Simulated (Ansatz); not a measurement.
# Tetragonal deformation path in TiC

Method: Ansatz 0.2.0, DFT r2SCAN, scalar-relativistic, plane waves, PAW. Cutoff 500 eV, Γ-centred 20×20×20 k-points, Gaussian smearing of 0.15 eV. No spin polarisation. Energies are free energies at this smearing, counted from the undisturbed cell; pressure is positive in compression.

The undisturbed cell (as given, not relaxed at this level; it stands at 0.0 GPa):

```yaml
crystal:
  lattice:
    - [0.00000, 2.16400, 2.16400]
    - [2.16400, 0.00000, 2.16400]
    - [2.16400, 2.16400, 0.00000]
  atoms:
    - { symbol: Ti, position: [0.00000, 0.00000, 0.00000] }
    - { symbol: C, position: [0.50000, 0.50000, 0.50000] }
```

At fixed volume and fractional coordinates, lengths along (0.000, 0.000, 1.000) are scaled against those across it; ρ is that ratio over its starting value. The cell is metallic on the mesh throughout.

```csv
ρ,ΔE (meV/atom),pressure (GPa)
0.650,?,?
0.707,1563.6,56.7
0.780,719.9,30.8
0.850,274.9,13.3
0.920,65.1,3.4
0.960,14.8,0.8
1.000,0.0,0.0
1.050,19.1,1.1
1.100,?,?
1.200,248.2,15.6
1.300,?,?
1.414,903.2,54.1
1.500,?,?
```

Question: Give the withheld values.

Answer: ΔE (meV/atom) at ρ = 0.650: 2525.0; pressure (GPa) at ρ = 0.650: 78.0; ΔE (meV/atom) at ρ = 1.100: 70.2; pressure (GPa) at ρ = 1.100: 4.3; ΔE (meV/atom) at ρ = 1.300: 512.2; pressure (GPa) at ρ = 1.300: 31.7; ΔE (meV/atom) at ρ = 1.500: 1252.3; pressure (GPa) at ρ = 1.500: 72.8.

Cost: 13 runs of about 5.7 core-minutes in all, on Intel Xeon Platinum 8259CL (Skylake/Cascade Lake) (shared hosts).